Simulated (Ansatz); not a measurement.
Li2O (anti-fluorite)

```
Li2O
1.0
    0.00000     2.28997     2.28997
    2.28997     0.00000     2.28997
    2.28997     2.28997     0.00000
O Li
1 2
Direct
  0.00000   0.00000   0.00000
  0.25000   0.25000   0.25000
  0.75000   0.75000   0.75000
```

The slice is a {110} plane (indices of the conventional cell) through the point (0.000, 0.000, 0.000) (fractional), spanned by u = [100] and v = [1 -1 -1] in vectors of this cell: u (3.24 Å) and v (4.58 Å, at 90° to u). It covers one period; positions are fractions (u, v).

All values below come from PBEsol (plane waves to 420 eV, PAW, scalar-relativistic; Ansatz, a program for electronic structure). k mesh 12×12×12. Inside the PAW spheres the values are not all-electron values, and peaks at nuclei hang on which shells count as valence. Li2O was relaxed with its symmetry unable to fall.

Q: What is the valence density on the shortest O–Li line in this plane (1.98 Å), at its minimum between the atoms?

A: 0.21 e/Å³.

Q: What is the ELF at the density minimum of the shortest O–Li line in this plane (1.98 Å)?

A: 0.0.

Q: Predict the map of the valence electron density on the slice.

A: 
| v \ u | 0.00 | 0.14 | 0.29 | 0.43 | 0.57 | 0.71 | 0.86 |
|---|---|---|---|---|---|---|---|
| 0.90 | 0.6 | 0.2 | -0.5 | -0.9 | -0.9 | -0.5 | 0.2 |
| 0.80 | -0.3 | -0.5 | -0.7 | 0.6 | 0.6 | -0.7 | -0.5 |
| 0.70 | -1.0 | -1.1 | -1.0 | 0.6 | 0.6 | -1.0 | -1.1 |
| 0.60 | -1.4 | -1.4 | -1.3 | -0.9 | -0.9 | -1.3 | -1.4 |
| 0.50 | -1.5 | -1.5 | -1.3 | -1.1 | -1.1 | -1.3 | -1.5 |
| 0.40 | -1.4 | -1.4 | -1.3 | -0.9 | -0.9 | -1.3 | -1.4 |
| 0.30 | -1.0 | -1.1 | -1.0 | 0.6 | 0.6 | -1.0 | -1.1 |
| 0.20 | -0.3 | -0.5 | -0.7 | 0.6 | 0.6 | -0.7 | -0.5 |
| 0.10 | 0.6 | 0.2 | -0.5 | -0.9 | -0.9 | -0.5 | 0.2 |
| 0.00 | 0.9 | 0.5 | -0.3 | -1.0 | -1.0 | -0.3 | 0.5 |

Values: log₁₀ of the valence density in e/Å³. The scale is logarithmic, as a density can span decades between atoms and voids.
